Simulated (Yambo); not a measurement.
Yambo run on NaMgF$_{3}$ (cubic perovskite, space group Pm-3m, No. 221). The wavefunctions come from this Quantum ESPRESSO step (LDA, PseudoDojo standard norm-conserving files, scalar-relativistic):

```
&CONTROL
  calculation = 'nscf'
  pseudo_dir = './pseudo'
  outdir = './out'
/
&SYSTEM
  ibrav = 0
  nat = 5
  ntyp = 3
  ecutwfc = 88.0
  ecutrho = 352.0
  occupations = 'fixed'
  force_symmorphic = .true.
  nbnd = 123
/
&ELECTRONS
  conv_thr = 5e-09
  diago_full_acc = .true.
  diago_thr_init = 1e-08
/
ATOMIC_SPECIES
F 18.9984 F.upf
Na 22.9898 Na.upf
Mg 24.3050 Mg.upf
CELL_PARAMETERS angstrom
  3.950840000000   0.000000000000   0.000000000000
  0.000000000000   3.950840000000   0.000000000000
  0.000000000000   0.000000000000   3.950840000000
ATOMIC_POSITIONS crystal
F   0.500000000000   0.500000000000   0.000000000000
F   0.000000000000   0.500000000000   0.500000000000
F   0.500000000000   0.000000000000   0.500000000000
Na   0.000000000000   0.000000000000   0.000000000000
Mg   0.500000000000   0.500000000000   0.500000000000
K_POINTS automatic
4 4 4 0 0 0
```

Yambo input:

```
rim_cut
gw0
dyson
el_el_corr
HF_and_locXC
ppa
em1d
RandQpts= 1000000
RandGvec= 1 Ry
EXXRLvcs= 88 Ry
VXCRLvcs= 352 Ry
Chimod= "HARTREE"
% BndsRnXp
 3 | 122 |
%
NGsBlkXp= 8 Ry
% LongDrXp
 1.0 | 1.0 | 1.0 |
%
PPAPntXp= 27.2114 eV
% GbndRnge
 1 | 122 |
%
GTermKind= "BG"
DysSolver= "n"
ExtendOut
% QPkrange
 1 | 1 | 20 | 21 |
 3 | 3 | 20 | 21 |
 6 | 6 | 20 | 21 |
 10 | 10 | 20 | 21 |
%
```

k points by index: 1 = Γ, 3 = X, 6 = M, 10 = R.

The o-*.qp file then holds:

```
#    K-point    Band    Eo [eV]    E [eV]    E-Eo [eV]    Vxc [eV]    Vnlxc [eV]    Sc|Eo [eV]    Sc|E [eV]    dSc/dw|Eo [eV]    Re(Z)    Im(Z)
#
    1    20    -0.456453    -3.246874    -2.790420    -22.39444    -30.24876    4.459839    5.063892    -5.890259    0.822054    -0.001105
    1    21    5.650577    7.518319    1.867741    -10.16814    -5.409195    -2.684962    -2.891208    -3.004738    0.900558    -0.574090E-3
    3    20    -0.525252    -3.337725    -2.812473    -22.20267    -30.14053    4.511537    5.125392    -5.938894    0.820848    -0.001139
    3    21    8.590127    10.75938    2.169250    -12.35609    -7.424155    -2.486724    -2.762689    -3.461651    0.887143    -0.639166E-3
    6    20    -0.010531    -2.797718    -2.787187    -22.67632    -30.60908    4.535921    5.145573    -5.951761    0.820529    -0.001085
    6    21    10.15505    12.51591    2.360856    -11.96572    -6.640935    -2.665543    -2.963933    -3.439221    0.887793    -0.314572E-3
    10    20    0.000000    -2.778905    -2.778905    -22.70399    -30.63801    4.547161    5.155116    -5.952880    0.820502    -0.001084
    10    21    9.965081    12.17819    2.213114    -8.481981    -3.133349    -2.907306    -3.135518    -2.805862    0.906524    -0.804126E-3
```
(The two width columns are left out.) Convergence of these settings isn't established.

Geometry of the Materials Project entry, not relaxed at this level.

The structure is a Materials Project entry; no match was found in the copy of COD used, and its stability was not checked.
